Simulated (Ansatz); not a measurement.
# Property card for Al

Al:
```xyz
4
Lattice="2.8289 0.0000 0.0000 -1.4145 2.4499 0.0000 0.0000 0.0000 9.2145" Properties=species:S:1:pos:R:3 pbc="T T T"
Al     0.0000     0.0000     0.0000
Al     0.0000     0.0000     4.6072
Al     0.0000     1.6333     2.3036
Al     1.4145     0.8166     6.9108
```

Space group P6_3/mmc (No. 194), dhcp (α-La type); conventional cell a = b = 2.8289 Å, c = 9.2145 Å, α = β = 90.00°, γ = 120.00°.

Method: r²SCAN in the plane-wave PAW code Ansatz. The cell and atoms are relaxed at this level. Other levels are named where they apply.

**Cell and energy**

```
Item                  Value
---------------  ----------
Volume per atom    15.97 Å³
Density          2.81 g/cm³
```

**Electronic structure**

```
Quantity                                                                     Value
------------------------------------  --------------------------------------------
Electronic character                                             metallic (no gap)
Density of states at the Fermi level  0.34 states/eV per atom (mean over ±0.08 eV)
```

**Mechanics**

```
Quantity                                                                                        Result
--------------------------------------------  --------------------------------------------------------
Bulk modulus (Birch–Murnaghan fit)                                                            90.7 GPa
Pressure derivative B′                                                                             4.3
Elastic constants (relaxed ions, GPa)         C11 = 149, C12 = 64.1, C13 = 60.0, C33 = 155, C44 = 39.8
Mechanical stability                                            stable (all eigenvalues of C positive)
Hill bulk and shear moduli                                                           91.2 and 42.2 GPa
Young's modulus                                                                                110 GPa
Poisson's ratio                                                                                   0.30
Debye temperature from the elastic constants                                                     512 K
```

**Phonons**

```
Property                                        Value
-----------------------------  ----------------------
Highest zone-centre frequency                351 cm⁻¹
Zone-centre stability          no imaginary mode at Γ
```

The first step of the workflow began from a Materials Project structure, measured or hypothetical; the Crystallography Open Database copy checked does not list it. It is not the phase usual at ambient conditions (space group No. 225). Symmetry was held in the r²SCAN relaxation. As this level gives no gap, shear constants depend on the k-mesh and smearing (Fermi–Dirac, 0.1 eV here). As this level gives no gap, phonon frequencies hold no LO–TO term and depend on the k-mesh and smearing (Fermi–Dirac, 0.1 eV here). Axis ratios of metals converge slowly with the k-mesh, so a and c are less sure than the volume. On the denser mesh and wider smearing of the elastic run this cell carries a stress of 0.4 GPa.

Potentials: the earlier of the program's two PAW sets.
